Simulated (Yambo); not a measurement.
G0W0@PBEsol for CsTaP$_{2}$O$_{8}$ (space group C2/m, No. 12) in Yambo (2×2×1 mesh, 7 Ry block, plasmon pole, screening fixed), without a terminator:

| bands N in G | gap (-0.5, -0.5, 0) → Γ (eV) | shift of the valence edge (eV) |
|---|---|---|
| 120 | 6.337 | -0.512 |
| 200 | 6.213 | -0.761 |
| 307 | 6.150 | -0.924 |

Question: Extrapolate both columns to infinite N with E(N) = E∞ + A/N, test the form, and compare with the terminator.

Answer: From two points, E∞ = (N2 E2 − N1 E1)/(N2 − N1). The two largest N give 6.03 eV for the gap and -1.23 eV for the shift; the two smallest give 6.03 eV and -1.13 eV. For the gap the slopes A are 37 and 36 eV: the 1/N form holds. For the shift the slopes A are 75 and 94 eV: the form isn't reached, and its limit is uncertain. With the Bruneval-Gonze terminator and 307 bands the run gives 6.12 eV and -1.12 eV, 0.09 eV and 0.10 eV from the extrapolated values: the terminator too is an estimate of the remainder. Block, mesh and the bands in W are held fixed.

Spin-orbit coupling is not included.

Geometry of the Materials Project entry, not relaxed at this level; primitive cell a = b = 5.154 Å, c = 9.017 Å, α = β = 92.81°, γ = 61.77°.

The structure is a Materials Project entry; no match was found in the copy of COD used, and its stability was not checked.

A shift is the quasiparticle energy of the state minus its PBEsol energy.
